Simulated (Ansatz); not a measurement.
**N interstitial in LuNi4Au**

Computed with the plane-wave PAW code Ansatz (scalar-relativistic, PAW set soft_2): PBEsol, no spin polarisation, 420 eV cutoff, k-mesh 3×3×3.

The relaxed host crystal (no gap at this level of theory):

```xyz
6
Lattice="0.0000 3.4059 3.4059 3.4059 0.0000 3.4059 3.4059 3.4059 0.0000" Properties=species:S:1:pos:R:3 pbc="T T T"
Au    1.7030    1.7030    1.7030
Lu    0.0000    0.0000    0.0000
Ni    2.5579    4.2540    2.5579
Ni    2.5579    2.5579    4.2540
Ni    4.2540    4.2540    4.2540
Ni    4.2540    2.5579    2.5579
```

Supercell of 24 atoms, rows of the matrix [[-1,1,1],[-1,1,-1],[-1,-1,1]] times the cell vectors; N interstitial at (0.000, 0.000, 0.350) in fractions of the cell above. Atoms are relaxed at the host's cell, from a start shaken by 0.05 Å near the defect.

Nearest atoms to the added N: relaxed Ni 1.74 Å, Ni 1.74 Å, Au 2.05 Å, Lu 2.27 Å, Lu 2.37 Å, Ni 2.77 Å, Ni 2.85 Å, Ni 2.86 Å.

| charge | gap of the cell on the mesh (eV) |
| --- | --- |
| 0 | 0.00 |

Formation energy of the neutral defect: 1.58 eV, taking atoms from and to the elements' standard states (no corrections for gases), so it belongs to those chemical potentials alone.

Caveats: a metal with Cr, Mn, Fe, Co or Ni was run without spin, and may be magnetic; small supercell, so energies and levels can be off by tenths of an eV; one random start near the defect, so other minima are possible.
